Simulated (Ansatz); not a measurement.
Li$_{3}$Be$_{4}$P: computed properties

These are results of Ansatz, DFT PBE, scalar-relativistic, plane waves, PAW, not measurements.

Cutoff 420 eV; k points 12×12×6 on the computed 8-atom cell (Γ-centred); Gaussian smearing, width 0.10 eV; no spin polarisation.

The structure is relaxed at this level of theory with its symmetry kept, and needn't be the ground state of this composition.

Space group P6/mmm (No. 191), hexagonal, a = 4.610 Å, c = 6.415 Å. Around Li lie 2 P at 2.30 Å, 4 Li at 2.30 Å and 4 Be at 2.54 Å; around Be lie 1 Be at 2.10 Å, 3 Li at 2.54 Å and 3 Be at 2.66 Å; P is surrounded by 6 Li at 2.30 Å.

| Item | Value |
| --- | --- |
| Volume per atom | 14.76 Å³ |
| Formation energy from the elements' standard states (uncorrected) | +0.814 eV/atom |
| Kohn–Sham band gap | none (metal) |
| Density of states at the Fermi level | 3.4 states/eV per cell |

The cell was found from a structure generator's guess, not taken from experiment.
